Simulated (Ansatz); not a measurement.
NbHO3:
```cif
data_HNbO3
_chemical_formula_sum 'Nb1 O3 H1'
_space_group_name_H-M_alt 'P 1'
_space_group_IT_number 1
_cell_length_a 3.82049
_cell_length_b 4.07721
_cell_length_c 4.04266
_cell_angle_alpha 90.000
_cell_angle_beta 90.000
_cell_angle_gamma 90.000
loop_
_space_group_symop_operation_xyz
  'x, y, z'
loop_
_atom_site_label
_atom_site_type_symbol
_atom_site_fract_x
_atom_site_fract_y
_atom_site_fract_z
_atom_site_occupancy
Nb1 Nb 0.50000 0.50000 0.43614 1
O1 O 0.50000 0.00000 0.54141 1
O2 O 0.00000 0.50000 0.49960 1
O3 O 0.50000 0.50000 0.99456 1
H1 H 0.50000 0.00000 0.78483 1
```

Relaxed with PBEsol.

Q: Decompose the optical modes at the zone centre into irreducible representations, and say which are infrared and Raman allowed.

A: Point group mm2: Γ_opt = 4A1 + 4B1 + 4B2. Infrared: A1, B1, B2. Raman: A1, B1, B2.

Q: Assign frequencies (DFPT, PBEsol in the plane-wave PAW code Ansatz; without the LO–TO term).

A: B1 158i, B2 34i, B1 173, B2 175, A1 264, B1 281, A1 362, B1 497, B2 512, A1 731, B2 893, A1 3534 cm⁻¹.

Subscripts of B labels follow the axes of the standard setting.

Space group Pmm2. The start of the workflow was typed in or built on a structure type; neither database checked (COD, Materials Project) lists it. Whether it is the stable phase at ambient conditions was not checked. The PBEsol relaxation kept the symmetry of its start. At this level the phase is dynamically unstable (imaginary phonons). The workflow began spin-polarised and lost its moments.

Potentials: the earlier of the program's two PAW sets. The files were generated under PBE; for other functionals the program regenerates the frozen cores, and for LDA and PBEsol the local potential too.
